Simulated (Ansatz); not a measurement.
EuBi (zincblende structure)

The computed numbers are results of PBE, scalar-relativistic (collinear spin) in the plane-wave PAW code Ansatz at 420 eV, Γ-centred 8×8×8 mesh, 0.05 eV Gaussian smearing; PAW files: Ansatz's generated set soft_2.

```
Eu Bi
1.0
     0.00000    3.71093    3.71093
     3.71093    0.00000    3.71093
     3.71093    3.71093    0.00000
Eu Bi
1 1
Direct
  0.00000 0.00000 0.00000
  0.25000 0.25000 0.25000
```

The structure was built from a prototype; whether the compound forms in it isn't claimed.

The geometry is fixed. Moments are started on Eu in several ways. q is the propagation vector of an order in a doubled cell, in units of this cell's reciprocal vectors; doubled cells take an equivalent mesh or are counted from a ferromagnetic run in the same cell, unless said otherwise. Energies count from the first row, the state in which the cell was relaxed.

The starts:
- ferromagnetic
- no spin polarisation
- antiparallel, q = (0, 0, 1/2)
- antiparallel, q = (0, 1/2, 1/2)

Problem. Which start ends lowest?

Solution. Lowest: antiparallel, q = (0, 1/2, 1/2), though «ferromagnetic» lies within 1.2 meV/atom, too near to part.

```tsv
start	largest typed moment (μB)	ΔE (meV/atom)	gap on the mesh (eV)	P (GPa)	final spin moments (μB)
ferromagnetic	7.28*	0.0	metal	0.0	Eu 6.61; Bi -0.35
no spin polarisation	0.00	3523.1	0.01	-1.5	none
antiparallel, q = (0, 0, 1/2)	6.00*	3.9	metal	-0.1	Eu 6.73, -6.73; Bi -0.11, 0.11
antiparallel, q = (0, 1/2, 1/2)	6.00*	-1.2	metal	-0.1	Eu 6.77, -6.77
```

A star marks runs that didn't start from the typed moments alone: the program put its own moment for the open shell in their place.

The moments on the other atoms differ between rows, so the energies hold more than the order of the magnetic atoms.

The program marks the state without spin polarisation as possibly unstable.

Gaps under about 0.06 eV aren't resolved at this smearing.

Only orders that fit these small cells were tried, so the real crystal's order may be another.

Without a U the 4f levels of Eu lie too near the Fermi level, so their share of the states there, and what hangs on it, is overstated. Spin–orbit coupling is left out. Site moments are of spin, integrated over atomic spheres. For an f⁶ shell, the formal count of Eu here, Hund's rules give L = S = 3 and J = 0, a non-magnetic ion. Spin-polarised DFT, with or without U, favours a large spin moment instead, a known failure, so moments and magnetic energies here aren't predictions.
